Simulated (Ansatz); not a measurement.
Consider the following.

Cd:
```yaml
crystal:
  lattice:
    - [2.97353, 0.00000, 0.00000]
    - [-1.48676, 2.57515, 0.00000]
    - [0.00000, 0.00000, 5.72222]
  atoms:
    - { symbol: Cd, position: [0.33333, 0.66667, 0.75000] }
    - { symbol: Cd, position: [0.66667, 0.33333, 0.25000] }
```

This is the r²SCAN-relaxed structure.

### Question
All from r²SCAN in the plane-wave PAW code Ansatz, unless another level is named. Predict the density of states at the Fermi level.

### Answer
0.21 states/eV per atom (mean over ±0.08 eV).

### Question
Predict the gap with spin–orbit coupling.

### Answer
none (metallic).

Space group P6_3/mmc (hcp (Mg type)). The r²SCAN relaxation kept the symmetry of its start; of distortions, only those at the zone centre were tested. Scalar-relativistic: spin–orbit coupling is off unless named, which matters more the heavier the elements.

Potentials: the later of the program's two PAW sets.
